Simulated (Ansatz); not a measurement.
The relaxed structure here is a generated cell of VN: the first start was made by a random draw of sites in a space group, and the end was not matched to a known phase here, so it may be hypothetical. Known forms of VN include space group No. 225.

One stationary structure of VN. Calculation: PBEsol (plane waves to 420 eV, PAW, scalar-relativistic; Ansatz, a first-principles code).

```cif
data_N4V4
_chemical_formula_sum 'N4 V4'
_space_group_name_H-M_alt 'P 1'
_space_group_IT_number 1
_cell_length_a 2.85459
_cell_length_b 5.26347
_cell_length_c 5.45498
_cell_angle_alpha 93.593
_cell_angle_beta 105.134
_cell_angle_gamma 105.722
loop_
_space_group_symop_operation_xyz
  'x, y, z'
loop_
_atom_site_label
_atom_site_type_symbol
_atom_site_fract_x
_atom_site_fract_y
_atom_site_fract_z
_atom_site_occupancy
N1 N 0.05595 0.24445 0.87895 1
N2 N 0.02192 0.71325 0.34101 1
N3 N 0.75520 0.74784 0.77374 1
N4 N 0.33026 0.24979 0.42092 1
V1 V 0.04366 0.48479 0.61336 1
V2 V 0.03265 0.96905 0.10786 1
V3 V 0.33687 0.49651 0.18735 1
V4 V 0.34110 0.01351 0.67951 1
```

**Question.** Determine the symmetry and give the standard cell with its independent sites.

**Answer.** Space group Cm (No. 8); a = 10.133 Å, b = 2.855 Å, c = 6.763 Å, α = 90.00°, β = 129.60°, γ = 90.00°

```csv
atom,site,symmetry,x,y,z
N,2a,m,0.1770,0.0000,0.1210
N,2a,m,0.1804,0.5000,0.6590
N,2a,m,0.4813,0.5000,0.2263
N,2a,m,0.4087,0.5000,0.5791
V,2a,m,0.4300,0.0000,0.3866
V,2a,m,0.4248,0.5000,0.8921
V,2a,m,0.1488,0.0000,0.8126
V,2a,m,0.1612,0.5000,0.3205
```

**Question.** Give the shortest distances between elements (the closest pairs, up to four, under 3.6 Å).

**Answer.** N–V 1.88 Å; N–N 2.50 Å; V–V 2.64 Å.

```json
{
 "volume_per_atom": "9.42 Å³",
 "band_gap": "no gap (metallic)",
 "magnetic_moment": "zero (the starting moments vanished)"
}
```

No spin polarisation in the result: the starting moments vanished.

It was reached from a disturbed copy of a I4/mmm (No. 139) cell, against which it lies -1.99 eV/atom.
